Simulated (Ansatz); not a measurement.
Cu3Pt:
```xyz
4
Lattice="3.6674 0.0000 0.0000 0.0000 3.6674 0.0000 0.0000 0.0000 3.6674" Properties=species:S:1:pos:R:3 pbc="T T T"
Cu     0.0000     1.8337     1.8337
Cu     1.8337     0.0000     1.8337
Cu     1.8337     1.8337     0.0000
Pt     0.0000     0.0000     0.0000
```

This is the PBEsol-relaxed structure.

**Question.** All from PBEsol (plane waves, PAW; program Ansatz), unless another level is named. Predict the formation energy from the elements (no fitted shifts).

**Answer.** -0.13 eV/atom.

**Question.** And the density of states at the Fermi level?

**Answer.** 0.54 states/eV per atom (mean over ±0.08 eV).

**Question.** Give the gap with spin–orbit coupling.

**Answer.** none (metallic).

Space group Pm-3m (Cu3Au type). The workflow started from a Materials Project entry (that database holds measured and hypothetical structures alike); the Crystallography Open Database files this formula in space group No. 221, but the cells were not matched. Whether it is the stable phase at ambient conditions was not checked. Symmetry was held in the PBEsol relaxation; of distortions, only those at the zone centre were tested. The run is not spin-polarised. The references are the lowest solids computed at this level, not always the standard phases. Scalar-relativistic: spin–orbit coupling is off unless named, which matters more the heavier the elements.

Potentials: the later of the program's two PAW sets.
